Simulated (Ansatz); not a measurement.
K$_{2}$Te$_{2}$Pd in space group Immm (No. 71; K on 4j, Te on 4h, Pd on 2a), plane-wave PAW PBEsol (Ansatz code), all energies at zero smearing, with the estimated change up to a 700 eV cutoff added, with one set of potentials and settings (totals compare only within such a set). Cell of 5 atoms (2 K, 2 Te, 1 Pd): -23745.664 eV.

```tsv
element	reference phase	E (eV/atom)
K	Im-3m, 1 atoms in the cell	-1516.0300
Te	P3_121, 3 atoms in the cell	-6901.5142
Pd	Fm-3m, 1 atoms in the cell	-6906.6520
```

Formation energy per atom, worked out: (-23745.664 − 2×(-1516.0300) − 2×(-6901.5142) − 1×(-6906.6520))/5 = -0.785 eV/atom (-76 kJ per mol of atoms), at 0 K, without zero-point energy or fitted corrections.

The workflow started from a Materials Project entry (that database holds measured and hypothetical structures alike); the Crystallography Open Database copy checked does not list it. Whether it is the stable phase at ambient conditions was not checked. Symmetry was held in the PBEsol relaxation; whether a distortion lowers the energy is not shown. The run is not spin-polarised. The references are the lowest solids computed at this level, not always the standard phases. Spin–orbit coupling is left out wherever it is not named.

Potentials: the later of the program's two PAW sets.
